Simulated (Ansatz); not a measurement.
Input:

CaO₂:
```cif
data_CaO2
_chemical_formula_sum 'Ca1 O2'
_space_group_name_H-M_alt 'P 1'
_space_group_IT_number 1
_cell_length_a 3.95772
_cell_length_b 3.95772
_cell_length_c 3.95772
_cell_angle_alpha 132.054
_cell_angle_beta 132.054
_cell_angle_gamma 70.144
loop_
_space_group_symop_operation_xyz
  'x, y, z'
loop_
_atom_site_label
_atom_site_type_symbol
_atom_site_fract_x
_atom_site_fract_y
_atom_site_fract_z
_atom_site_occupancy
Ca1 Ca 0.50000 0.50000 0.00000 1
O1 O 0.88686 0.88686 0.00000 1
O2 O 0.11314 0.11314 0.00000 1
```

This is the LDA-relaxed structure.

All from the program Ansatz at the LDA level (PAW), unless another level is named. Predict the hole effective mass.

1.3, 1.3, 13 mₑ (principal values).

Give the electron effective mass.

0.49, 0.49, 2.3 mₑ (principal values).

Predict the formation energy from the elements (no fitted shifts).

-2.06 eV/atom.

Next, the band gap?

2.69 eV (smallest direct gap 2.70 eV).

Next, the valence-band maximum?

on the M–S line, 44 % of the way from M.

Predict the conduction-band minimum.

at M.

Space group I4/mmm. The workflow started from a Materials Project entry (that database holds measured and hypothetical structures alike); the Crystallography Open Database copy checked does not list it. Whether it is the stable phase at ambient conditions was not checked. The cell was relaxed with LDA under the symmetry of its start. At this level the phase is dynamically unstable (imaginary phonons). The references are the lowest solids computed at this level, not always the standard phases (solids in place of the gases).

Potentials: the later of the program's two PAW sets.
